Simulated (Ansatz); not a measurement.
Input file for Ansatz (a program for electronic structure):

Ansatz 0.2 input:
```yaml
crystal:
  lattice:
    - [5.3070430927, 0.0, 0.0]
    - [0.0, 5.3070430927, 0.0]
    - [0.0, 0.0, 5.3070430927]
  atoms:
    - { symbol: Nb, position: [0.25, 0.0, 0.5] }
    - { symbol: Nb, position: [0.5, 0.75, 0.0] }
    - { symbol: Nb, position: [0.75, 0.0, 0.5] }
    - { symbol: Nb, position: [0.5, 0.25, 0.0] }
    - { symbol: Nb, position: [0.0, 0.5, 0.75] }
    - { symbol: Nb, position: [0.0, 0.5, 0.25] }
    - { symbol: In, position: [0.0, 0.0, 0.0] }
    - { symbol: In, position: [0.5, 0.5, 0.5] }
kpoints:
  mp_grid: { grid: [6, 6, 6] }
  band_path:
    path:
      - [[0.0, 0.0, 0.0], [0.0, 0.5, 0.0], [0.5, 0.5, 0.0], [0.0, 0.0, 0.0], [0.5, 0.5, 0.5], [0.0, 0.5, 0.0]]  # Γ-X-M-Γ-R-X
      - [[0.5, 0.5, 0.5], [0.5, 0.5, 0.0]]  # R-M
    npoints: 12
hamiltonian:
  xc: r2scan
  pseudopotentials: { kind: paw }
magnetization: { noncollinear: true, spin_orbit: true }
scf:
  n_extra_bands: 16
  convergence: { dr2_threshold: 0.0000000001 }
  occupations: { method: gaussian, width: 0.05 }
output: { eigenvalues: true }
```

Output (shortened):

```
Pseudopotential: Nb, paw_fr, valence charge 13
Pseudopotential: In, paw_fr, valence charge 13
Functional definition: r2SCAN
non-collinear run that drives no moment, with spin-orbit …
Crystal: 8 atoms, lattice volume = 149.471 Å³
Basis set: ecut = 500 eV, 3791 PW (Γ), exchange–correlation on 160×160×160 points (64 copies of the dense FFT grid, shifted against one another)
Bands: 120, of which v1, the nominal top of the filled ones, is band 104 counted from 1 (103 counted from 0)
Symmetry: 48 space group operations + 48 with time reversal
k-points: 20 of 216
Projection manifold: j_resolved (fully-relativistic pseudo-atomic orbitals)
SCF iter   1: F=—  HF=-38556.198218 eV  |F-HF|=—  |Δ(HF+E_count)|=         —  Δρ=6.86e-2  dr2=8.19e0  dr2_τ=5.67e-2  dr2_m=0.00e0 (ungated)  ethr=3.10e-3  |M|=0.00e0 ∫|m|=0.00e0 μB  |m|>n=0.0e0 m-floor=0.0e0 τ_xc=0.0e0  β_m=0.30  ⟨swp⟩=5.7  Hψ=5120  notcnv=0  defer=10
preconditioner: auto → Kerker (q_TF=auto, 2.568 Å⁻¹)
spin=Noncollinear: Kerker preconditioning applied to the charge; magnetization (m_x, m_y, m_z) channels mix plain (no charge-response kernel on spin).
SCF iter   2: F=—  HF=-38554.980306 eV  |F-HF|=—  |Δ(HF+E_count)|=    1.22e0  Δρ=5.09e-2  dr2=4.34e0  dr2_τ=2.49e-2  dr2_m=0.00e0 (ungated)  ethr=3.10e-3  |M|=0.00e0 ∫|m|=0.00e0 μB  |m|>n=0.0e0 m-floor=0.0e0 τ_xc=0.0e0  β_m=0.65  ⟨swp⟩=3.0  Hψ=2400  notcnv=0  defer=138
SCF iter   3: F=—  HF=-38554.341862 eV  |F-HF|=—  |Δ(HF+E_count)|=   6.38e-1  Δρ=9.25e-3  dr2=8.69e-2  dr2_τ=2.09e-3  dr2_m=0.00e0 (ungated)  ethr=3.10e-3  |M|=0.00e0 ∫|m|=0.00e0 μB  |m|>n=0.0e0 m-floor=0.0e0 τ_xc=0.0e0  β_m=0.82  ⟨swp⟩=2.9  Hψ=2242  notcnv=0  defer=138
SCF iter   4: F=—  HF=-38554.375665 eV  |F-HF|=—  |Δ(HF+E_count)|=   3.38e-2  Δρ=1.84e-3  dr2=5.31e-3  dr2_τ=2.63e-5  dr2_m=0.00e0 (ungated)  ethr=8.35e-5  |M|=0.00e0 ∫|m|=0.00e0 μB  |m|>n=0.0e0 m-floor=0.0e0 τ_xc=0.0e0  β_m=0.91  ⟨swp⟩=3.1  Hψ=2514  notcnv=0  defer=150
SCF iter   5: F=—  HF=-38554.376618 eV  |F-HF|=—  |Δ(HF+E_count)|=   9.53e-4  Δρ=3.83e-4  dr2=2.19e-4  dr2_τ=6.06e-6  dr2_m=0.00e0 (ungated)  ethr=5.11e-6  |M|=0.00e0 ∫|m|=0.00e0 μB  |m|>n=0.0e0 m-floor=0.0e0 τ_xc=0.0e0  β_m=0.96  ⟨swp⟩=2.0  Hψ=1485  notcnv=0  defer=150
SCF iter   6: F=—  HF=-38554.376677 eV  |F-HF|=—  |Δ(HF+E_count)|=   5.85e-5  Δρ=9.02e-5  dr2=1.76e-5  dr2_τ=4.79e-7  dr2_m=0.00e0 (ungated)  ethr=2.11e-7  |M|=0.00e0 ∫|m|=0.00e0 μB  |m|>n=0.0e0 m-floor=0.0e0 τ_xc=0.0e0  β_m=0.98  ⟨swp⟩=2.0  Hψ=2042  notcnv=0  defer=150
SCF iter   7: F=—  HF=-38554.376656 eV  |F-HF|=—  |Δ(HF+E_count)|=   2.02e-5  Δρ=2.80e-5  dr2=7.00e-7  dr2_τ=1.01e-8  dr2_m=0.00e0 (ungated)  ethr=1.69e-8  |M|=0.00e0 ∫|m|=0.00e0 μB  |m|>n=0.0e0 m-floor=0.0e0 τ_xc=0.0e0  β_m=0.99  ⟨swp⟩=2.0  Hψ=1685  notcnv=0  defer=150
SCF iter   8: F=—  HF=-38554.376464 eV  |F-HF|=—  |Δ(HF+E_count)|=   1.93e-4  Δρ=6.11e-6  dr2=3.36e-8  dr2_τ=5.94e-10  dr2_m=0.00e0 (ungated)  ethr=6.73e-10  |M|=0.00e0 ∫|m|=0.00e0 μB  |m|>n=0.0e0 m-floor=0.0e0 τ_xc=0.0e0  β_m=0.99  ⟨swp⟩=2.0  Hψ=1965  notcnv=0  defer=150
SCF iter  10: F=-38554.376464 eV  HF=-38554.376464 eV  |F-HF|=3.64e-11  |Δ(HF+E_count)|=  7.79e-10  Δρ=2.62e-7  dr2=8.89e-11  dr2_τ=1.36e-12  dr2_m=0.00e0 (ungated)  ethr=1.00e-12  |M|=0.00e0 ∫|m|=0.00e0 μB  |m|>n=0.0e0 m-floor=0.0e0 τ_xc=0.0e0  ⟨swp⟩=9.7  Hψ=4356  notcnv=0
SCF 1 converged in 10 iterations: F = -38554.376464 eV  dr2 = 8.89e-11
NSCF: frozen V_eff on 74 k-points
SCF converged after 10 iterations
Magnetization: |M| = 0.0000 μB,  M = (+0.0000, +0.0000, +0.0000) μB
Absolute magnetization: 0.0000 μB (∫|m|)
  site 0: m = (+0.0000, +0.0000, +0.0000) μB, |m| = 0.0000 μB  (R = 1.09 Å)
  site 1: m = (+0.0000, +0.0000, +0.0000) μB, |m| = 0.0000 μB  (R = 1.09 Å)
  site 2: m = (+0.0000, +0.0000, +0.0000) μB, |m| = 0.0000 μB  (R = 1.09 Å)
  site 3: m = (+0.0000, +0.0000, +0.0000) μB, |m| = 0.0000 μB  (R = 1.09 Å)
  site 4: m = (+0.0000, +0.0000, +0.0000) μB, |m| = 0.0000 μB  (R = 1.09 Å)
  site 5: m = (+0.0000, +0.0000, +0.0000) μB, |m| = 0.0000 μB  (R = 1.09 Å)
  site 6: m = (+0.0000, +0.0000, +0.0000) μB, |m| = 0.0000 μB  (R = 1.22 Å)
  site 7: m = (+0.0000, +0.0000, +0.0000) μB, |m| = 0.0000 μB  (R = 1.22 Å)
Free energy (F): -38554.376464 eV
Harris-Foulkes:  -38554.376464 eV  (|F-HF|=3.64e-11)
Internal energy: -38554.351733 eV  (E = F + TS)
E sigma→0 (E₀):  -38554.364099 eV
Entropy (-TS):   -0.024730 eV (-3.091 meV/atom)
Fermi energy:    16.619020 eV
--- Per-component energies (eV) ---
  E_band       = -469.361192
  E_kinetic    = 2848.992454
  E_local      = -6045.258626  (includes V_loc(G=0)·N_el)
  E_nonlocal   = 1450.477590
  E_hartree    = 2040.557433
  E_xc         = -1421.220282
  E_vxc        = -1635.409779  (∫ρ·V_xc dr)
  E_paw        = -26857.388980  (= ΣΔE_a)
  E_vpaw       = -1273.483772  (= ΣTr[D̂ρ^β])
  E_aug_tail   = 0.000044  (compensation charges beyond the density's cutoff)
  E_vtau       = 104.205815  (kinetic-family band-sum trace: ∫τ·v_τ [+ j·A + Jᵃ·Aᵃ] dr)
  E_ewald      = -10571.304362
  E_core_change = 0.792996  (= ΣΔE_core)
  E_smearing   = -0.024730  (= −TS)
  E_closure    = 0.000000  (closes the sum)
  Σ components = -38554.376464   (vs F -38554.376464, Δ=0.00e0)
  [band-id]    e_kinetic+e_local+e_nonlocal+2·e_hartree+e_vxc+e_vpaw+e_augmentation_tail+e_vtau = -469.361407   (vs E_band -469.361192, Δ=-2.15e-4)
--- Band table (eV; the first three rows and the last of 20) ---
  k-point 0: bands = ["-39.8808", "-39.8808", "-39.8045", "-39.8045", "-39.8045", "-39.8045", "-39.5728", "-39.5728", "-39.5728", "-39.5728", "-39.5728", "-39.5728", "-16.8865", "-16.8865", "-16.8865", "-16.8865", "-16.8297", "-16.8297", "-16.4751", …
  k-point 1: bands = ["-39.8724", "-39.8724", "-39.8083", "-39.8083", "-39.7927", "-39.7927", "-39.5900", "-39.5900", "-39.5728", "-39.5728", "-39.5728", "-39.5728", "-16.8846", "-16.8846", "-16.8641", "-16.8641", "-16.8010", "-16.8010", "-16.4819", …
  k-point 2: bands = ["-39.8539", "-39.8539", "-39.8190", "-39.8190", "-39.7557", "-39.7557", "-39.6366", "-39.6366", "-39.5728", "-39.5728", "-39.5728", "-39.5728", "-16.8790", "-16.8790", "-16.8625", "-16.8625", "-16.6840", "-16.6840", "-16.5074", …
  k-point 19: bands = ["-39.7032", "-39.7032", "-39.7032", "-39.7032", "-39.7031", "-39.7031", "-39.7031", "-39.7031", "-39.7031", "-39.7031", "-39.7031", "-39.7031", "-16.5412", "-16.5412", "-16.5412", "-16.5412", "-16.5400", "-16.5400", "-16.5400", …
```

Cost: about 8 core-minutes (a rough figure) on shared cores.

Space group Pm-3n (A15 (Cr3Si type)). The workflow started from an entry of the Crystallography Open Database (COD). Whether it is the stable phase at ambient conditions was not checked. The cell was relaxed with r²SCAN under the symmetry of its start; its stability against distortions is not shown here. The run is not spin-polarised.

Potentials: the later of the program's two PAW sets.

Ansatz is a plane-wave DFT program.
